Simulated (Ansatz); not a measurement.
Crystals of one structure type (bcc (W type)), relaxed and computed with DFT-r²SCAN in the program Ansatz with PAW potentials.

```
crystal  a (Å)                               spin order and moments (μB)
-------  -----  --------------------------------------------------------
Li       3.477                                        not spin-polarised
K        5.346                                        not spin-polarised
Fe       2.866  ferromagnetic; net 2.65 per atom; largest site about 2.8
Rb       5.747                                        not spin-polarised
Nb       3.302                                        not spin-polarised
Mo       3.150                                        not spin-polarised
Ba       5.071                                        not spin-polarised
Ta       3.305                                        not spin-polarised
```

Spin orders computed, not proven ground states: Fe, bcc (W type) ferromagnetic. All cells were relaxed under the symmetry of their starts (and spin orders); stability against distortions was not tested throughout. Rows with no word on spin ran without spin polarisation. Scalar-relativistic: spin–orbit coupling is off unless named, which matters more the heavier the elements.

Potentials: the later of the program's two PAW sets.
